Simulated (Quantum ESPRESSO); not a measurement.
# Hf2YGa2MgZr2: one run as intended and one with a planted mistake

Computed values, not a measurement. The program is pw.x of Quantum ESPRESSO 7.5 (plane-wave density functional theory). The cell is made up: eight metal atoms on a face-centred cubic lattice, with elements, volume, strain and displacements drawn at random and not relaxed, so it may be unstable or far from any real phase. PseudoDojo standard norm-conserving files set the functional (PBE unless stated); there is no spin polarisation or spin-orbit coupling, the Fermi-Dirac width of 0.25 eV means electrons at about 2900 K, and the masses in the input are unused placeholders. Heavy elements are run without spin-orbit coupling, which real alloys of them have. A spin test at this wide smearing found no moment, but such smearing suppresses magnetism that the real alloy may have.

Intended input:

```
&control calculation='scf', pseudo_dir='./dojo.nc.sr.pbe.v0_5.standard.upf', outdir='./o', disk_io='minimal', tprnfor=.true., tstress=.true. /
&system ibrav=0, nat=8, ntyp=5, nbnd=62, ecutwfc=84.00895049, nosym=.true., tot_charge=0,
 occupations='smearing', smearing='fd', degauss=0.0183746611
/
&electrons conv_thr=1.470e-08, electron_maxstep=70, mixing_beta=0.5 /
ATOMIC_SPECIES
Ga 1.0 Ga.upf
Hf 1.0 Hf.upf
Mg 1.0 Mg.upf
Y 1.0 Y.upf
Zr 1.0 Zr.upf
CELL_PARAMETERS angstrom
0.0039 -2.1708 -2.166
-0.0993 4.3859 -4.3761
8.8466 -0.107 0.0915
ATOMIC_POSITIONS angstrom
Hf 0.0969 0.0366 -0.0931
Hf 4.5576 -0.1079 -0.0926
Y 0.0051 2.0588 -2.2351
Ga 4.3199 2.1169 -2.1524
Mg 2.0659 0.0512 -2.1219
Zr 6.4134 -0.0521 -2.2096
Zr 2.1173 2.3304 -4.0983
Ga 6.6591 2.2345 -4.2001
K_POINTS automatic
8 4 3 1 1 1
```

The log is shortened where brackets say so; the opening notice, blank lines, dates and the lines on written files are dropped, and the path of the files is cut. It prints rydbergs, bohrs and kilobars, and counts compression as positive stress. Its total energy is the free energy E - TS of the whole cell.

Log of the intended run:

```
     Program PWSCF v.7.5
     Parallel version (MPI & OpenMP), running on       4 processor cores
     Number of MPI processes:                 4
     Threads/MPI process:                     1
     [start-up lines left out]
     bravais-lattice index     =            0
     lattice parameter (alat)  =       5.7950  a.u.
     unit-cell volume          =    1133.9763 (a.u.)^3
     number of atoms/cell      =            8
     number of atomic types    =            5
     number of electrons       =        95.00
     number of Kohn-Sham states=           62
     kinetic-energy cutoff     =      84.0090  Ry
     charge density cutoff     =     336.0358  Ry
     scf convergence threshold =      1.5E-08
     mixing beta               =       0.5000
     number of iterations used =            8  plain     mixing
     Exchange-correlation= PBE
                           (   1   4   3   4   0   0   0)
     [axes and pseudopotential details left out]
   Cartesian axes
     site n.     atom                  positions (alat units)
         1        Hf     tau(   1) = (   0.0315987   0.0119351  -0.0303595  )
         2        Hf     tau(   2) = (   1.4862135  -0.0351857  -0.0301965  )
         3        Y      tau(   3) = (   0.0016631   0.6713657  -0.7288564  )
         4        Ga     tau(   4) = (   1.4087005   0.6903119  -0.7018882  )
         5        Mg     tau(   5) = (   0.6736810   0.0166961  -0.6919423  )
         6        Zr     tau(   6) = (   2.0913817  -0.0169896  -0.7205409  )
         7        Zr     tau(   7) = (   0.6904423   0.7599333  -1.3364377  )
         8        Ga     tau(   8) = (   2.1715034   0.7286607  -1.3696343  )
     number of k points=    48  Fermi-Dirac smearing, width (Ry)=  0.0184
                       cart. coord. in units 2pi/alat
        k(    1) = (   0.0586936   0.0002723  -0.0886536), wk =   0.0416667
        k(    2) = (  -0.1724589  -0.0025521  -0.0862392), wk =   0.0416667
     [further k points left out]
     Dense  grid:   117879 G-vectors     FFT dimensions: (  36,  72, 100)
     Estimated max dynamical RAM per process >     373.31 MB
     Estimated total dynamical RAM >       1.37 GB
     Initial potential from superposition of free atoms
     starting charge      94.9810, renormalised to      95.0000
     Starting wfcs are   73 randomized atomic wfcs
     total cpu time spent up to now is        9.1 secs
     per-process dynamical memory:   286.0 Mb
     Self-consistent Calculation
     iteration #  1     ecut=    84.01 Ry     beta= 0.50
     Davidson diagonalization with overlap
     ethr =  1.00E-02,  avg # of iterations =  2.5
     total cpu time spent up to now is       24.2 secs
     total energy              =    -933.78999615 Ry
     estimated scf accuracy    <       1.10325084 Ry
     iteration #  2     ecut=    84.01 Ry     beta= 0.50
     Davidson diagonalization with overlap
     ethr =  1.16E-03,  avg # of iterations =  7.8
     total cpu time spent up to now is       52.1 secs
     total energy              =    -932.69349489 Ry
     estimated scf accuracy    <      22.84485187 Ry
     [iterations 3 to 15 left out]
     iteration # 16     ecut=    84.01 Ry     beta= 0.50
     Davidson diagonalization with overlap
     ethr =  2.88E-10,  avg # of iterations =  2.2
     total cpu time spent up to now is      280.8 secs
     total energy              =    -934.41265857 Ry
     estimated scf accuracy    <       0.00000021 Ry
     iteration # 17     ecut=    84.01 Ry     beta= 0.50
     Davidson diagonalization with overlap
     ethr =  2.16E-10,  avg # of iterations =  1.0
     total cpu time spent up to now is      297.4 secs
     End of self-consistent calculation
     [lines on levels left out]
!    total energy              =    -934.41265859 Ry
     estimated scf accuracy    <          4.1E-09 Ry
     smearing contrib. (-TS)   =      -0.11232405 Ry
     internal energy E=F+TS    =    -934.30033454 Ry
     The total energy is F=E-TS. E is the sum of the following terms:
     one-electron contribution =    -289.92532973 Ry
     hartree contribution      =     192.20618177 Ry
     xc contribution           =    -212.99530283 Ry
     ewald contribution        =    -623.58588375 Ry
     convergence has been achieved in  17 iterations
     Forces acting on atoms (cartesian axes, Ry/au):
     atom    1 type  2   force =    -0.05690939   -0.01694041    0.05177281
     atom    2 type  2   force =    -0.02608941   -0.01421543    0.04589343
     atom    3 type  4   force =    -0.05810440    0.04321679   -0.00515548
     atom    4 type  1   force =    -0.00437972    0.01027504   -0.00474901
     atom    5 type  3   force =     0.07755116   -0.03005969   -0.00634001
     atom    6 type  5   force =     0.01945322   -0.00271009   -0.00644703
     atom    7 type  5   force =     0.06121876    0.00529086   -0.05277755
     atom    8 type  1   force =    -0.01274022    0.00514294   -0.02219717
     Total force =     0.170999     Total SCF correction =     0.000317
     Computing stress (Cartesian axis) and pressure
          total   stress  (Ry/bohr**3)                   (kbar)     P=       57.85
   0.00040477   0.00010909  -0.00017983           59.54       16.05      -26.45
   0.00010909   0.00038881   0.00009083           16.05       57.20       13.36
  -0.00017983   0.00009083   0.00038610          -26.45       13.36       56.80
     init_run     :      7.69s CPU      7.98s WALL (       1 calls)
     electrons    :    286.06s CPU    288.33s WALL (       1 calls)
     forces       :      3.35s CPU      3.38s WALL (       1 calls)
     stress       :     11.92s CPU     11.92s WALL (       1 calls)
     [timing details left out]
     PWSCF        :   5m10.16s CPU   5m12.86s WALL
     JOB DONE.
```

A second run has one planted mistake: two atoms have their elements exchanged. The input lines that differ:

```
- Hf 0.0969 0.0366 -0.0931
+ Ga 0.0969 0.0366 -0.0931
- Ga 6.6591 2.2345 -4.2001
+ Hf 6.6591 2.2345 -4.2001
```

Its log:

```
     Program PWSCF v.7.5
     Parallel version (MPI & OpenMP), running on       4 processor cores
     Number of MPI processes:                 4
     Threads/MPI process:                     1
     [start-up lines left out]
     bravais-lattice index     =            0
     lattice parameter (alat)  =       5.7950  a.u.
     unit-cell volume          =    1133.9763 (a.u.)^3
     number of atoms/cell      =            8
     number of atomic types    =            5
     number of electrons       =        95.00
     number of Kohn-Sham states=           62
     kinetic-energy cutoff     =      84.0090  Ry
     charge density cutoff     =     336.0358  Ry
     scf convergence threshold =      1.5E-08
     mixing beta               =       0.5000
     number of iterations used =            8  plain     mixing
     Exchange-correlation= PBE
                           (   1   4   3   4   0   0   0)
     [axes and pseudopotential details left out]
   Cartesian axes
     site n.     atom                  positions (alat units)
         1        Ga     tau(   1) = (   0.0315987   0.0119351  -0.0303595  )
         2        Hf     tau(   2) = (   1.4862135  -0.0351857  -0.0301965  )
         3        Y      tau(   3) = (   0.0016631   0.6713657  -0.7288564  )
         4        Ga     tau(   4) = (   1.4087005   0.6903119  -0.7018882  )
         5        Mg     tau(   5) = (   0.6736810   0.0166961  -0.6919423  )
         6        Zr     tau(   6) = (   2.0913817  -0.0169896  -0.7205409  )
         7        Zr     tau(   7) = (   0.6904423   0.7599333  -1.3364377  )
         8        Hf     tau(   8) = (   2.1715034   0.7286607  -1.3696343  )
     number of k points=    48  Fermi-Dirac smearing, width (Ry)=  0.0184
                       cart. coord. in units 2pi/alat
        k(    1) = (   0.0586936   0.0002723  -0.0886536), wk =   0.0416667
        k(    2) = (  -0.1724589  -0.0025521  -0.0862392), wk =   0.0416667
     [further k points left out]
     Dense  grid:   117879 G-vectors     FFT dimensions: (  36,  72, 100)
     Estimated max dynamical RAM per process >     373.31 MB
     Estimated total dynamical RAM >       1.37 GB
     Initial potential from superposition of free atoms
     starting charge      94.9810, renormalised to      95.0000
     Starting wfcs are   73 randomized atomic wfcs
     total cpu time spent up to now is       11.0 secs
     per-process dynamical memory:   286.0 Mb
     Self-consistent Calculation
     iteration #  1     ecut=    84.01 Ry     beta= 0.50
     Davidson diagonalization with overlap
     ethr =  1.00E-02,  avg # of iterations =  2.7
     Threshold (ethr) on eigenvalues was too large:
     Diagonalizing with lowered threshold
     Davidson diagonalization with overlap
     ethr =  9.40E-04,  avg # of iterations =  2.2
     total cpu time spent up to now is       51.3 secs
     total energy              =    -933.98051970 Ry
     estimated scf accuracy    <       0.88694918 Ry
     iteration #  2     ecut=    84.01 Ry     beta= 0.50
     Davidson diagonalization with overlap
     ethr =  9.34E-04,  avg # of iterations =  6.0
     total cpu time spent up to now is       72.3 secs
     total energy              =    -933.55230521 Ry
     estimated scf accuracy    <       9.80585335 Ry
     [iterations 3 to 14 left out]
     iteration # 15     ecut=    84.01 Ry     beta= 0.50
     Davidson diagonalization with overlap
     ethr =  3.79E-11,  avg # of iterations =  2.0
     total cpu time spent up to now is      318.8 secs
     total energy              =    -934.43782771 Ry
     estimated scf accuracy    <       0.00000004 Ry
     iteration # 16     ecut=    84.01 Ry     beta= 0.50
     Davidson diagonalization with overlap
     ethr =  3.79E-11,  avg # of iterations =  1.1
     total cpu time spent up to now is      335.8 secs
     End of self-consistent calculation
     [lines on levels left out]
!    total energy              =    -934.43782770 Ry
     estimated scf accuracy    <       0.00000001 Ry
     smearing contrib. (-TS)   =      -0.10763316 Ry
     internal energy E=F+TS    =    -934.33019454 Ry
     The total energy is F=E-TS. E is the sum of the following terms:
     one-electron contribution =    -289.17315625 Ry
     hartree contribution      =     191.81206045 Ry
     xc contribution           =    -212.98689417 Ry
     ewald contribution        =    -623.98220457 Ry
     convergence has been achieved in  16 iterations
     Forces acting on atoms (cartesian axes, Ry/au):
     atom    1 type  1   force =    -0.01910070   -0.01441748    0.02818578
     atom    2 type  2   force =    -0.04879769   -0.00342284    0.04484662
     atom    3 type  4   force =    -0.02817240    0.04234498    0.01106208
     atom    4 type  1   force =     0.00644696    0.01361308   -0.00742307
     atom    5 type  3   force =     0.05256552   -0.03926358    0.00972074
     atom    6 type  5   force =     0.02647853   -0.01256181   -0.00456525
     atom    7 type  5   force =     0.03664753    0.01124541   -0.05023628
     atom    8 type  2   force =    -0.02606775    0.00246225   -0.03159063
     Total force =     0.140421     Total SCF correction =     0.000622
     Computing stress (Cartesian axis) and pressure
          total   stress  (Ry/bohr**3)                   (kbar)     P=       46.61
   0.00032178   0.00002040  -0.00006756           47.34        3.00       -9.94
   0.00002040   0.00026709   0.00008530            3.00       39.29       12.55
  -0.00006756   0.00008530   0.00036173           -9.94       12.55       53.21
     init_run     :      8.73s CPU      9.05s WALL (       1 calls)
     electrons    :    322.39s CPU    324.89s WALL (       1 calls)
     forces       :      3.39s CPU      3.46s WALL (       1 calls)
     stress       :     12.15s CPU     12.16s WALL (       1 calls)
     [timing details left out]
     PWSCF        :   5m48.60s CPU   5m51.60s WALL
     JOB DONE.
```

```
                                            intended run  run with the mistake
                          free energy (eV)    -12713.332            -12713.674
         entropy term -TS, part of it (eV)        -1.528                -1.464
                            pressure (GPa)          5.78                  4.66
size of the largest force component (eV/Å)         1.994                 1.352
largest change of a force component (eV/Å)                               0.972
                                iterations            17                    16
```

For scale, a rerun of the intended cell at a higher cutoff and on a denser mesh moved values by no more than 0.003 eV in energy, 0.06 GPa in stress and 0.007 eV/Å in force, and a second program with other atomic files agreed on that cell to 2 % rms in force and 0.5 GPa in pressure.